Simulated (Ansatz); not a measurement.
One element of this relaxed crystal is hidden as X:

```
cell (Å)
  0.000 2.567 2.567
  2.567 0.000 2.567
  2.567 2.567 0.000
  Zr 0.0000 0.0000 0.0000
  X 0.5000 0.5000 0.5000
```

All-electron LAPW in Ansatz 0.2.0 under LDA, scalar-relativistic and without spin polarisation, finds it within 0.05 GPa of zero pressure, with a formation energy of -1.63 eV/atom from the elements, no gap. The structure needn't be the ground state.

Q: Which element is X?

A: S, which makes the crystal ZrS. Other candidates weren't computed, and some may come near.
